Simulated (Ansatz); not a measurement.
MoS2 in space group P6_3/mmc (No. 194; Mo on 2b, S on 4f), r²SCAN+D4 (plane waves, PAW; program Ansatz), all energies at zero smearing, with the estimated change up to a 700 eV cutoff added, with one set of potentials and settings (totals compare only within such a set). Cell of 6 atoms (2 Mo, 4 S): -13565.253 eV.

```tsv
element	reference phase	E (eV/atom)
Mo	Im-3m, 1 atoms in the cell	-4967.8247
S	P2/c, 32 atoms in the cell	-905.9097
```

Formation energy per atom, worked out: (-13565.253 − 2×(-4967.8247) − 4×(-905.9097))/6 = -0.994 eV/atom (-96 kJ per mol of atoms), at 0 K, without zero-point energy or fitted corrections.

The workflow started from a Materials Project entry (that database holds measured and hypothetical structures alike). Its sites differ from those of the usual phase in this space group: another stacking or structure type. The cell was relaxed with r²SCAN+D4 under the symmetry of its start; phonons on a q-mesh show no instability. The run is not spin-polarised. The references are the lowest solids computed at this level, not always the standard phases.

Potentials: the earlier of the program's two PAW sets.
